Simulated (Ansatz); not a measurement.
Structures of Be$_{2}$Au: which is lowest?

Plane-wave DFT in Ansatz with scalar-relativistic PAW potentials, cutoff 420 eV, Γ-centred meshes chosen by cell and gap, Gaussian smearing with energies taken to zero width. Every cell was relaxed (cell and atoms) in a run of its own, within the symmetry of its start. Functional: PBE.

Relaxed structures (starts from databases or built by putting these elements on another compound's sites):
A. P6/mmm, 3 atoms in the computed cell, a = 3.871 Å, c = 2.676 Å; sites (symmetry × multiplicity) Be -6m2 × 2, Au 6/mmm × 1; start: built
B. I4_1/amd, 6 atoms in the computed cell, a = 3.006 Å, c = 16.699 Å; sites (symmetry × multiplicity) Be 2mm. × 8, Au -4m2 × 4; start: built

Rank them by energy. Could pressure change the order?

```csv
structure,group,E − E(lowest) (meV/atom),V (Å³/atom),gap on mesh (eV)
A,P6/mmm,0.0,11.58,0.00
B,I4_1/amd,153,12.57,0.00
```

A is lowest, 153 meV/atom under B. The lowest is also the densest of these, so pressure wouldn't bring one of the others in at first order. Other structures may lie lower than all of these, and vibrations aren't counted.

Spin-orbit coupling is left out, which matters for the bands of heavy elements.